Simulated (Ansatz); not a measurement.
Task: Name crystals whose computed values (PBEsol in the plane-wave PAW code Ansatz) fall in these windows: Θ_D (K) 370 to 530; highest Γ mode, no LO–TO term (cm⁻¹) 370 to 520.

Result: 

```tsv
crystal	Θ_D (K)	highest Γ mode, no LO–TO term (cm⁻¹)
Sc3InB, anti-perovskite	444	460
SiNi, P2_13 (Si on 4a, Ni on 4a)	412	384
YF3, Pnma (Y on 4c, F on 8d, F on 4c)	462	503
SiGe, wurtzite	452	404
SrMgF4, Cmc2_1 (Pearson symbol oS24)	403	506
```
Others may fit too.

Not the usual ambient phase: SiNi, P2_13 (Si on 4a, Ni on 4a). Standing as an ambient phase not checked: Sc3InB, anti-perovskite; YF3, Pnma (Y on 4c, F on 8d, F on 4c); SiGe, wurtzite; SrMgF4, Cmc2_1 (Pearson symbol oS24). All cells were relaxed under the symmetry of their starts (and spin orders); stability against distortions was not tested throughout. Rows with no word on spin ran without spin polarisation. Spin–orbit coupling is left out wherever it is not named.

Potentials: the later of the program's two PAW sets.
